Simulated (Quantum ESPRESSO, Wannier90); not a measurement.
## Tight-binding from DFT: MgS (rock salt)

```
begin unit_cell_cart
ang
    0.0000000000    2.6044000000    2.6044000000
    2.6044000000    0.0000000000    2.6044000000
    2.6044000000    2.6044000000    0.0000000000
end unit_cell_cart
begin atoms_frac
Mg   0.0000000000  0.0000000000  0.0000000000
S    0.5000000000  0.5000000000  0.5000000000
end atoms_frac
```

Structure: Materials Project mp-1315, symmetrised, not relaxed again. COD (Crystallography Open Database) has an entry of this formula and space group (matched by these alone). Level: LDA, no spin polarisation, no spin-orbit coupling; pw.x of Quantum ESPRESSO at 68 Ry with PseudoDojo potentials, 10×10×10 k-points, Wannier90. Density: 10×10×10 mesh, cold smearing 0.01 Ry.

Band 5 is isolated and gives one Wannier function a cell (S2 3s 88 %, Mg1 3s 11 %; spread 1.19 Å²). Its on-site energy is ε = -11.374 eV relative to the valence-band maximum, and its hoppings t(R) = t(−R) to the nearer images are (images within this range that aren't listed have |t| under 5 meV):

```
R (lattice vectors; −R alike)  distance (Å)  t (eV)
-----------------------------  ------------  ------
0 0 1                                  3.68  -0.115
0 1 -1                                 3.68  -0.115
0 1 0                                  3.68  -0.115
1 -1 0                                 3.68  -0.115
1 0 -1                                 3.68  -0.115
1 0 0                                  3.68  -0.115
0 1 -2                                 6.38   0.005
0 1 1                                  6.38   0.005
0 2 -1                                 6.38   0.005
1 -2 0                                 6.38   0.005
1 -2 1                                 6.38   0.005
1 0 -2                                 6.38   0.005
1 0 1                                  6.38   0.005
1 1 -2                                 6.38   0.005
1 1 0                                  6.38   0.005
2 -1 -1                                6.38   0.005
2 -1 0                                 6.38   0.005
2 0 -1                                 6.38   0.005
```

Work out the band energy at Γ, X, U, K from these numbers.

For one orbital E(k) = ε + Σ_R 2 t(R) cos(2π k·R), the sum over the listed R.
- Γ, k = (0.000, 0.000, 0.000): E = -11.374 + (-0.115)·(12.00) + (0.005)·(24.00) = -12.63 eV; pw.x: -12.63 eV
- X, k = (0.500, 0.000, 0.500): E = -11.374 + (-0.115)·(-4.00) + (0.005)·(-8.00) = -10.95 eV; pw.x: -10.94 eV
- U, k = (0.625, 0.250, 0.625): E = -11.374 + (-0.115)·(-3.66) + (0.005)·(4.00) = -10.93 eV; pw.x: -10.94 eV
- K, k = (0.375, 0.375, 0.750): E = -11.374 + (-0.115)·(-3.66) + (0.005)·(4.00) = -10.93 eV; pw.x: -10.94 eV

At these points the listed shells miss the plane-wave band by up to 0.02 eV, of a width of 1.74 eV on the path. With all its hoppings the model misses the band by 0.0 meV at worst on the whole path; the listed shells hold nearly all of the dispersion.
